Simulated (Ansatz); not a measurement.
With PBE in the plane-wave PAW code Ansatz, SiB2Mo2 in the hexagonal phase (P-6m2; Mo on 2h, Si on 1a, B on 1b, B on 1f) relaxes to a = 3.127 Å, c = 6.630 Å. Si has 6 nearest neighbours from 2.56 Å (trigonal prismatic). Against the elements it lies at -0.40 eV/atom, with no fitted shifts.

Electronic character: metallic (no gap). Gap from PBE with spin–orbit coupling: none (metallic).

The bulk modulus is 252 GPa.

The start of the workflow was typed in or built on a structure type; neither database checked (COD, Materials Project) lists it. Whether it is the stable phase at ambient conditions was not checked. The PBE relaxation kept the symmetry of its start; its stability against distortions is not shown here. The run is not spin-polarised. The references are the lowest solids computed at this level, not always the standard phases. Spin–orbit coupling is left out wherever it is not named.

Potentials: the earlier of the program's two PAW sets.
